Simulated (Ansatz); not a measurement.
BeTe:
```yaml
crystal:
  lattice:
    - [0.00000, 2.82843, 2.82843]
    - [2.82843, 0.00000, 2.82843]
    - [2.82843, 2.82843, 0.00000]
  atoms:
    - { symbol: Be, position: [0.00000, 0.00000, 0.00000] }
    - { symbol: Te, position: [0.25000, 0.25000, 0.25000] }
```

Tensor components refer to the Cartesian frame of this cell.

### Question
Give the proper piezoelectric stress tensor with relaxed ions from the program Ansatz at the r²SCAN level (PAW).

### Answer
In C/m², rows x, y, z, Voigt columns; mesh uncertainty up to 0.00.
```
 0.00   0.00   0.00  -0.25   0.00   0.00
 0.00   0.00   0.00   0.00  -0.25   0.00
 0.00   0.00   0.00   0.00   0.00  -0.25
```

The elastic tensor of the same run (GPa):

```json
[
 {"": "1", "1": "101", "2": "38.3", "3": "38.3", "4": "0.0", "5": "0.0", "6": "0.0"},
 {"": "2", "1": "38.3", "2": "101", "3": "38.3", "4": "0.0", "5": "0.0", "6": "0.0"},
 {"": "3", "1": "38.3", "2": "38.3", "3": "101", "4": "0.0", "5": "0.0", "6": "0.0"},
 {"": "4", "1": "0.0", "2": "0.0", "3": "0.0", "4": "52.3", "5": "0.0", "6": "0.0"},
 {"": "5", "1": "0.0", "2": "0.0", "3": "0.0", "4": "0.0", "5": "52.3", "6": "0.0"},
 {"": "6", "1": "0.0", "2": "0.0", "3": "0.0", "4": "0.0", "5": "0.0", "6": "52.3"}
]
```

### Question
Convert to strain constants d = e·S.

### Answer
In pC/N:
```
 0.0   0.0   0.0  -4.7   0.0   0.0
 0.0   0.0   0.0   0.0  -4.7   0.0
 0.0   0.0   0.0   0.0   0.0  -4.7
```

Space group F-43m (zinc blende). The r²SCAN relaxation kept the symmetry of its start. Signs of piezoelectric constants follow the polarity of the cell as given. Scalar-relativistic: spin–orbit coupling is off unless named, which matters more the heavier the elements.

Potentials: the earlier of the program's two PAW sets. The files were generated under PBE; for other functionals the program regenerates the frozen cores, and for LDA and PBEsol the local potential too.
